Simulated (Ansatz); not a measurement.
Consider the following.

SiO2:
```xyz
9
Lattice="4.8665 0.0000 0.0000 -2.4333 4.2145 0.0000 0.0000 0.0000 5.3657" Properties=species:S:1:pos:R:3 pbc="T T T"
O      1.3294     1.1631     1.1862
O      3.1945     0.5698     2.9748
O      2.7758     2.4816     4.7634
O      0.3426     1.7329     4.1795
O     -1.1038     3.0514     2.3909
O      0.7612     3.6448     0.6024
Si     2.2620     0.0000     1.7886
Si    -1.1310     1.9590     3.5771
Si     1.3022     2.2556     0.0000
```

This is the LDA-relaxed structure. x, y and z are the axes in which the lattice vectors are written.

Task: All from LDA (plane waves, PAW; program Ansatz), unless another level is named. Give the highest zone-centre frequency (without LO–TO term).

Result: 1147 cm⁻¹.

Task: And the Debye temperature from the elastic constants?

Result: 530 K.

Task: Give the elastic constants (relaxed ions, GPa).

Result: C11 = 75.3, C12 = 11.3, C13 = 10.3, C14 = -17.1, C33 = 99.9, C44 = 53.4.

Space group P3_121. The LDA relaxation kept the symmetry of its start; phonons on a q-mesh show no instability.

Potentials: the later of the program's two PAW sets.
